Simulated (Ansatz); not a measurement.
**Sc3SnB, a database entry at a rescaled volume**

```
Sc Sn B
1.0
     4.54190    0.00000    0.00000
     0.00000    4.54190    0.00000
     0.00000    0.00000    4.54190
Sc Sn B
3 1 1
Direct
  0.00000 0.50000 0.50000
  0.50000 0.00000 0.50000
  0.50000 0.50000 0.00000
  0.00000 0.00000 0.00000
  0.50000 0.50000 0.50000
```

Level: r2SCAN, no spin polarisation; 500 eV; 8×8×8 Γ-centred mesh; cold occupations (width 0.1527 eV); Ansatz 0.2.0, fixed geometry.

What do density and ELF say about some of the short contacts?

Sc–B at 2.27 Å: least valence density 0.41 e/Å³ and ELF 0.24 there. Sn–Sc at 3.21 Å: least valence density 0.14 e/Å³ and ELF 0.16 there. These are pseudo-fields; inside the PAW spheres they differ from the all-electron ones.

What does the stress say?

The pressure is 6.9 GPa (compression positive), so with the atoms held at these fractions the cell would first expand.

How is the charge shared?

Bader charges in e: Sc +1.49, Sn -2.08, B -2.41. In the mean Sc gives up most and B takes most.

Is there a gap?

It is a metal on this mesh, though the bands barely overlap, with about 0.93 states/eV a cell as the mean within 0.25 eV of the Fermi level, mostly Sc d (74 %) and B p (18 %).

Origin: a database entry at a rescaled volume. Caveats: wide smearing.
